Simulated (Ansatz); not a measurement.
Below is a relaxed structure of Al2BN3. The cell was found from a structure generator's guess, not taken from experiment.

These are results of DFT PBE, scalar-relativistic, plane waves, PAW (Ansatz 0.2.0), not measurements. Cutoff 420 eV, Γ-centred mesh, Gaussian smearing, no spin polarisation.

```yaml
crystal:
  lattice:
    - [2.96747, 0.00000, 0.00000]
    - [-1.48374, 2.56991, 0.00000]
    - [0.00000, 0.00000, 14.40615]
  atoms:
    - { symbol: Al, position: [0.66667, 0.33333, 0.66493] }
    - { symbol: Al, position: [0.33333, 0.66667, 0.16483] }
    - { symbol: Al, position: [0.33333, 0.66667, 0.48590] }
    - { symbol: Al, position: [0.33333, 0.66667, 0.84381] }
    - { symbol: B, position: [0.66667, 0.33333, 0.01300] }
    - { symbol: B, position: [0.66667, 0.33333, 0.33400] }
    - { symbol: N, position: [0.66667, 0.33333, 0.11849] }
    - { symbol: N, position: [0.66667, 0.33333, 0.43950] }
    - { symbol: N, position: [0.66667, 0.33333, 0.79559] }
    - { symbol: N, position: [0.33333, 0.66667, 0.29717] }
    - { symbol: N, position: [0.33333, 0.66667, 0.61655] }
    - { symbol: N, position: [0.33333, 0.66667, 0.97622] }
```

The zero of energy is the elements' standard structures at the same level (N₂ as a molecule); no fitted shifts are applied.

(1) Find its symmetry and describe it.

(2) How far does it lie from the elements in energy?

(3) Is it a metal?

Answers

(1) P3m1 (No. 156), with Al and B ordered on wurtzite sites. Conventional cell: a = 2.967 Å, c = 14.406 Å. Al on its first site is surrounded by 4 N at 1.85–1.88 Å; Al on its second site is surrounded by 4 N at 1.84–1.91 Å; B on its first site is surrounded by 1 N at 1.52 Å and 3 N at 1.79 Å; N on its first site is surrounded by 1 B at 1.52 Å and 3 Al at 1.84 Å; 8 more sites not described.

(2) −1.001 eV/atom. Whether it is stable depends on the other phases of the system, which aren't compared here.

(3) No, the gap on the 12×12×2 mesh is 4.31 eV.

The last run used a 12×12×2 mesh (in the run's order of axes) for its 12-atom cell and Gaussian smearing of 0.02 eV. Kohn–Sham gaps at this level usually fall short of measured ones. Symmetry constrained the relaxation, so the result can be a saddle point.
